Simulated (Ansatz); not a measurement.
**An inverse problem**

Cell vectors (Å):

```
0.0000 3.0814 3.0814
3.0814 0.0000 3.0814
3.0814 3.0814 0.0000
```

| atom | a | b | c |
| --- | --- | --- | --- |
| X | 0.0000 | 0.0000 | 0.0000 |

Method: PBEsol, all-electron LAPW in Ansatz 0.2.0, scalar-relativistic. k mesh 12×12×12, Fermi-Dirac smearing of 0.050 eV.

Harmonic phonons of a crystal by Kohn-Sham DFT at the given cell, standard atomic masses, acoustic sum rule imposed; negative wavenumbers are unstable modes.

| point | q a (r.l.u.) | q b (r.l.u.) | q c (r.l.u.) | branch | phonon wavenumber (cm⁻¹) |
| --- | --- | --- | --- | --- | --- |
| 0.25/0/0 | 0.25 | 0 | 0 | 1 | 22.7 |
| 0.25/0/0 | 0.25 | 0 | 0 | 3 | 50.6 |
| L | 0.5 | 0 | 0 | 1 | 39.2 |
| L | 0.5 | 0 | 0 | 3 | 76.1 |
| 0.25/0.25/0 | 0.25 | 0.25 | 0 | 1 | 38.5 |
| 0.25/0.25/0 | 0.25 | 0.25 | 0 | 3 | 46.4 |
| 0.5/0.25/0 | 0.5 | 0.25 | 0 | 1 | 47.9 |
| 0.5/0.25/0 | 0.5 | 0.25 | 0 | 2 | 50 |
| 0.5/0.25/0 | 0.5 | 0.25 | 0 | 3 | 73.8 |
| -0.25/0.25/0 | -0.25 | 0.25 | 0 | 1 | 34.5 |
| -0.25/0.25/0 | -0.25 | 0.25 | 0 | 2 | 51.7 |
| -0.25/0.25/0 | -0.25 | 0.25 | 0 | 3 | 63.4 |
| X | 0.5 | 0.5 | 0 | 1 | 55.6 |
| X | 0.5 | 0.5 | 0 | 3 | 84.9 |
| W | -0.25 | 0.5 | 0.25 | 1 | 49.2 |
| W | -0.25 | 0.5 | 0.25 | 2 | 66.4 |

All X atoms are one element. Which one was computed?

Ba; the crystal is Ba (Fm-3m, a database entry that needn't be its stable phase).

Known limits: responses of metals move with mesh and smearing.
